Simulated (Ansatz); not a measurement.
La₃Ga:
```
CELL_PARAMETERS angstrom
      4.77602     0.00000     0.00000
      0.00000     4.77602     0.00000
      0.00000     0.00000     4.77602
ATOMIC_POSITIONS crystal
  La 0.00000 0.50000 0.50000
  La 0.50000 0.00000 0.50000
  La 0.50000 0.50000 0.00000
  Ga 0.00000 0.00000 0.00000
```

Relaxed with LDA. Special points in fractions of this cell's reciprocal vectors: Γ (0.000, 0.000, 0.000); X (0.000, 0.500, 0.000); M (0.500, 0.500, 0.000); R (0.500, 0.500, 0.500).

List the band energies nearest the Fermi level at these points for the program Ansatz at the LDA level (PAW).

In eV from the Fermi level; about four levels below and three above (degenerate sets whole), none deeper than 8.9 eV; points with the same levels are listed once.

```json
[
 {"k": "Γ", "below": "-1.18 -1.18 -1.18 -1.12 -1.12", "above": "0.84 0.84 0.84"},
 {"k": "X", "below": "-1.17 -0.80 -0.79 -0.79", "above": "0.76 0.97 1.16"},
 {"k": "M", "below": "-1.10 -1.10 -0.12 -0.12", "above": "0.39 1.04 1.20 1.20"},
 {"k": "R", "below": "-6.19 -1.12 -1.12 -1.12", "above": "0.52 0.52 0.52"}
]
```

Space group Pm-3m (Cu3Au type). The workflow started from an entry of the Crystallography Open Database (COD). Its standing as an ambient phase is unchecked. Symmetry was held in the LDA relaxation; of distortions, only those at the zone centre were tested. The volume moved by -40 % from the start of the relaxation. The volume fell by over 15 % from the filed cell, which may lack light atoms or belong to other conditions. Scalar-relativistic: spin–orbit coupling is off unless named, which matters more the heavier the elements.

Potentials: the later of the program's two PAW sets.
